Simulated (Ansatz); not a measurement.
CuI (wurtzite)

```cif
data_Cu2I2
_chemical_formula_sum 'Cu2 I2'
_space_group_name_H-M_alt 'P63mc'
_space_group_IT_number 186
_space_group_name_Hall 'P 6c -2c'
_cell_length_a 4.18699
_cell_length_b 4.18699
_cell_length_c 6.89779
_cell_angle_alpha 90.000
_cell_angle_beta 90.000
_cell_angle_gamma 120.000
loop_
_atom_site_label
_atom_site_type_symbol
_atom_site_symmetry_multiplicity
_atom_site_Wyckoff_symbol
_atom_site_fract_x
_atom_site_fract_y
_atom_site_fract_z
_atom_site_occupancy
Cu1 Cu 2 b 0.33333 0.66667 0.37373 1
I1 I 2 b 0.33333 0.66667 0.00127 1
```

Grid over V/V₀ and (c/a)/(c/a)₀, subscript 0 meaning the relaxed cell; the conventional c axis lies along z; no internal relaxation.

Level of theory: PBEsol (plane waves to 420 eV, PAW, scalar-relativistic; Ansatz, an electronic-structure program). k mesh 9×9×5 (Γ-centred), Fermi-Dirac smearing 0.05 eV. Stress and pressure are positive under compression. As the atoms are clamped, bonds stretch with the cell, which overstates energies and stresses. CuI is run without spin polarisation. CuI was relaxed with its symmetry unable to fall. Spin-orbit coupling is left out, though I is heavy. This is one of several known forms of CuI; the measured ambient cells at hand have space group No. 156 or 216.

Changes of P (GPa) from the point V/V₀ = 1.000, (c/a)/(c/a)₀ = 1.000 when one coordinate moves alone (two changes are said to add if the coupling is within 5 % of the smaller one, nearly so within 20 %):

| point | change |
|---|---|
| V/V₀ = 1.000, (c/a)/(c/a)₀ = 0.960 | 0.231 |
| V/V₀ = 1.000, (c/a)/(c/a)₀ = 0.973 | 0.111 |
| V/V₀ = 1.000, (c/a)/(c/a)₀ = 0.987 | 0.035 |
| V/V₀ = 0.960, (c/a)/(c/a)₀ = 1.000 | 2.229 |
| V/V₀ = 0.973, (c/a)/(c/a)₀ = 1.000 | 1.424 |
| V/V₀ = 0.987, (c/a)/(c/a)₀ = 1.000 | 0.683 |
| V/V₀ = 1.013, (c/a)/(c/a)₀ = 1.000 | -0.628 |
| V/V₀ = 1.027, (c/a)/(c/a)₀ = 1.000 | -1.207 |
| V/V₀ = 1.040, (c/a)/(c/a)₀ = 1.000 | -1.739 |
| V/V₀ = 1.000, (c/a)/(c/a)₀ = 1.013 | 0.002 |
| V/V₀ = 1.000, (c/a)/(c/a)₀ = 1.027 | 0.039 |
| V/V₀ = 1.000, (c/a)/(c/a)₀ = 1.040 | 0.108 |

Do the two effects add at V/V₀ = 1.013, (c/a)/(c/a)₀ = 0.960? Give the computed change.

The sum of the single changes is -0.628 + (0.231) = -0.397; the calculation gives -0.408, so they add (within 5 % of the smaller single change).

What is the change at V/V₀ = 0.960, (c/a)/(c/a)₀ = 0.960, where both move, and how far is it from the sum?

The sum of the single changes is 2.229 + (0.231) = 2.460; the calculation gives 2.493, so the coupling contributes 0.033 (under 20 % of the smaller single change, nearly additive).

(Under strain, the slope of the energy per volume gives the stress and its curvature an elastic modulus.)
